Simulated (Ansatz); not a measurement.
## LuTl3: one input, then a changed one

The cell is the one relaxed in the Materials Project (mp-2060), not relaxed further here; entries there can be hypothetical.

First run: DFT, LDA, all-electron LAPW, scalar-relativistic (Ansatz 0.2.0).

Command: `ansatz run input.yaml --threads 1 --pin off --max-ram 4096MiB --backend cpu --events-out ev --progress --plain --runs-dir out` The run took 120 s on 1 thread of Arm Neoverse V2, on a shared host.

```yaml
crystal:
  lattice:
    - [4.68798482, 0.0, 0.0]
    - [0.0, 4.68798482, 0.0]
    - [0.0, 0.0, 4.68798482]
  atoms:
    - { symbol: Lu, position: [0.0, 0.0, 0.0] }
    - { symbol: Tl, position: [0.0, 0.5, 0.5] }
    - { symbol: Tl, position: [0.5, 0.5, 0.0] }
    - { symbol: Tl, position: [0.5, 0.0, 0.5] }
kpoints:
  mp_grid: { grid: [7, 7, 7] }
  band_path:
    path:
      - [0.0, 0.0, 0.0]
      - [0.0, 0.5, 0.0]
      - [0.5, 0.5, 0.0]
      - [0.0, 0.0, 0.0]
      - [0.5, 0.5, 0.5]
      - [0.0, 0.5, 0.0]
      - [0.5, 0.5, 0.5]
      - [0.5, 0.5, 0.0]
    npoints: 14
scf:
  occupations: { method: fermi_dirac, width: 0.08 }
hamiltonian:
  xc: lda
  pseudopotentials: { kind: all_electron, lapw: { basis_error: 0.001 } }
output:
  forces: true
  stress: true
  eigenvalues: true
  populations: true
  dos: { projected: true, de: 0.2, e_range: [-14, 8] }
```

Result: converged; pressure -3.74 GPa; no gap on the k mesh; 11 SCF iterations.

No spin–orbit coupling, which matters for the heavy atoms here.

The input is then changed:

```diff
@@ -27,4 +27,5 @@
   xc: lda
   pseudopotentials: { kind: all_electron, lapw: { basis_error: 0.001 } }
+  dispersion: d3bj
 output:
   forces: true
@@ -32,4 +33,3 @@
   eigenvalues: true
   populations: true
-  dos: { projected: true, de: 0.2, e_range: [-14, 8] }
```

What does the second run give?

It converged; pressure -6.25 GPa; no gap on the k mesh; 11 SCF iterations.
